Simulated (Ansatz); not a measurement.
A single-point run of Ansatz (plane waves, PAW) on HfSTe as a Janus 1T monolayer, with the lines that name the functional removed. The cell was relaxed with r2SCAN and then strained (in-plane biaxial -0.5 %), with the atoms relaxed again with r2SCAN; k points keep the names of the unstrained zone.

```
Hf S Te
1.0
     3.80411    0.00000    0.00000
    -1.90205    3.29445    0.00000
     0.00000    0.00000   30.89109
Hf S Te
1 1 1
Direct
  0.00000 0.00000 0.29769
  0.33333 0.66667 0.33930
  0.66667 0.33333 0.23704
```
Periodic in the plane only; c spans the vacuum.

```
scf.n_extra_bands = 4 over 24 filled bands (N_el = 48.0): the run solves 28 bands
Crystal: 3 atoms, lattice volume = 387.141 Å³
Basis set: ecut = 500 eV, 9719 PW (Γ)
Symmetry: 6 space group operations
Space group: P3m1 (ITA 156)
k-points: 19 of 144 (time reversal used)
SCF 1 converged in 10 iterations: F = -23637.781238 eV  dr2 = 6.37e-9
SCF converged after 10 iterations
Free energy (F): -23637.781238 eV
Internal energy: -23637.781181 eV  (E = F + TS)
E sigma→0 (E₀):  -23637.781209 eV
Entropy (-TS):   -0.000058 eV (-0.019 meV/atom)
Fermi energy:    -4.722541 eV
--- Per-component energies (eV) ---
  E_band       = -1213.858656
  E_kinetic    = 708.068491
  E_local      = -113186.657890
  E_nonlocal   = -1530.551075
  E_hartree    = 56120.442115
  E_xc         = -489.956425
  E_vxc        = -498.920704
  E_paw        = -12246.932153
  E_vpaw       = 1027.521924
  E_vtau       = 25.793175
  E_ewald      = 46987.309185
  E_core_change = 0.496611
  E_smearing   = -0.000058
--- Forces (eV/Å), atoms counted from 1 ---
  atom   1  Hf      0.00000      0.00000    -0.00254
  atom   2  S       0.00000      0.00000      0.00121
  atom   3  Te      0.00000      0.00000      0.00140
--- 2D stress c σ (N/m, compression-positive) ---
        0.443699       0.000000       0.000000
        0.000000       0.443699       0.000000
        0.000000       0.000000       0.000000
  P = ½ c Tr σ = 0.4437 N/m
--- Band table (eV; the first three rows and the last of 19) ---
  k-point 0: bands = […, -10.1146, -8.9270, -8.9270, -7.0367, -4.8189, -4.8189, -3.9647, -3.9647, -3.1566, -0.9813]
  k-point 1: bands = […, -10.0386, -9.0875, -8.9037, -6.9046, -5.5190, -5.1463, -3.8714, -3.6039, -2.9371, -0.9702]
  k-point 2: bands = […, -9.8538, -9.3751, -8.8482, -6.9361, -6.4398, -5.6088, -4.0126, -3.0723, -2.6682, -1.2370]
  k-point 18: bands = […, -9.9450, -9.8579, -9.1814, -8.0027, -7.9501, -7.5023, -3.2073, -2.9345, -2.4754, -0.8766]
```

The file bands.tsv (bands near the Fermi energy, numbered from 0, rounded):
```tsv
# k_distance	band_19	band_20	band_21	band_22	band_23	band_24	band_25	band_26	band_27
# fermi_ev = -4.722541
# [0, 0, 0] at k_distance = 0.000000
# [0.5, 0, 0] at k_distance = 0.953600
# [0.3333333333, 0.3333333333, 0] at k_distance = 1.504162
# [0, 0.5, 0] at k_distance = 2.054723
# levels_relative_to = fermi_ev
0.000	-4.204	-4.204	-2.314	-0.096	-0.096	0.758	0.758	1.566	3.741
0.954	-4.550	-4.059	-3.661	-2.520	-1.564	0.113	2.547	2.549	3.950
1.504	-5.135	-4.459	-3.280	-3.228	-2.780	1.515	1.788	2.247	3.846
2.055	-4.550	-4.059	-3.661	-2.520	-1.564	0.113	2.547	2.549	3.950
```
In order the rows are Γ, M, K, M.

Q: Which level of theory was used?
A. PBE
B. r2SCAN
C. LDA
D. PBE0

A: B. r2SCAN. The term E_vtau belongs to a meta-GGA, which reads the kinetic-energy density. There is no exchange loop, so no exact exchange. The r2SCAN gap is indirect, 0.21 eV (Γ to M), below the direct gap of 0.85 eV at Γ. Within one family of functionals the choice rests on the size of the gap and stress, not on a line of the log.

Command: `ansatz run input.yaml --threads 4 --pin off --max-ram 5529MiB --backend cpu --events-out ev --progress --plain --runs-dir out`. It took 41 s on 4 threads of Intel(R) Xeon(R) Processor @ 2.50GHz (Skylake/Cascade Lake), with other jobs on the host; peak host memory 1.5 GiB.

The calculation is spin-unpolarised, and the structure need not be a phase that has been made.

Spin-orbit coupling is left out, which matters wherever the heavy atoms make up the band edges.
